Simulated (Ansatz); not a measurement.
Zn2SnO4:
```
Zn2SnO4
1.0
    6.21731     0.00000     0.00000
    0.00000     6.21731     0.00000
    0.00000     0.00000     8.74274
Sn Zn O
4 8 16
Direct
  0.50000   0.23441   0.00000
  0.76559   0.50000   0.25000
  0.50000   0.76559   0.50000
  0.23441   0.50000   0.75000
  0.25351   0.25351   0.37500
  0.74649   0.25351   0.62500
  0.74649   0.74649   0.87500
  0.25351   0.74649   0.12500
  0.00000   0.22533   0.00000
  0.77467   0.00000   0.25000
  0.00000   0.77467   0.50000
  0.22533   0.00000   0.75000
  0.98910   0.74465   0.25578
  0.25535   0.98910   0.50578
  0.01090   0.25535   0.75578
  0.74465   0.01090   0.00578
  0.98910   0.25535   0.24422
  0.25535   0.01090   0.99422
  0.01090   0.74465   0.74422
  0.74465   0.98910   0.49422
  0.52200   0.25721   0.23978
  0.74279   0.52200   0.48978
  0.47800   0.74279   0.73978
  0.25721   0.47800   0.98978
  0.52200   0.74279   0.26022
  0.74279   0.47800   0.01022
  0.47800   0.25721   0.76022
  0.25721   0.52200   0.51022
```

Relaxed with PBE. Special points in fractions of this cell's reciprocal vectors: Γ (0.000, 0.000, 0.000); X (0.000, 0.500, 0.000); M (0.500, 0.500, 0.000); Z (0.000, 0.000, 0.500); R (0.000, 0.500, 0.500); A (0.500, 0.500, 0.500).

Task: List the band energies nearest the valence-band maximum at these points for PBE in the plane-wave PAW code Ansatz.

Result: In eV from the valence-band maximum; about four levels below and three above (degenerate sets whole), none deeper than 8.9 eV; points with the same levels are listed once.

| k | below | above |
|---|---|---|
| Γ | -0.03 -0.01 0.00 0.00 | 1.25 4.33 4.33 |
| X | -0.31 -0.28 -0.15 -0.11 | 3.34 3.76 4.75 |
| M | -0.22 -0.12 -0.12 -0.07 | 4.19 4.58 4.58 |
| Z | -0.01 -0.01 0.00 0.00 | 2.73 2.73 4.88 4.88 |
| R | -0.13 -0.13 -0.04 -0.04 | 3.77 3.77 4.30 4.30 |
| A | -0.32 -0.32 -0.07 -0.07 | 4.52 4.52 5.09 5.09 |

Space group P4_122. The start of the workflow was typed in or built on a structure type; neither database checked (COD, Materials Project) lists it. Whether it is the stable phase at ambient conditions was not checked. Symmetry was held in the PBE relaxation; whether a distortion lowers the energy is not shown. Spin–orbit coupling is left out wherever it is not named.

Potentials: the later of the program's two PAW sets.
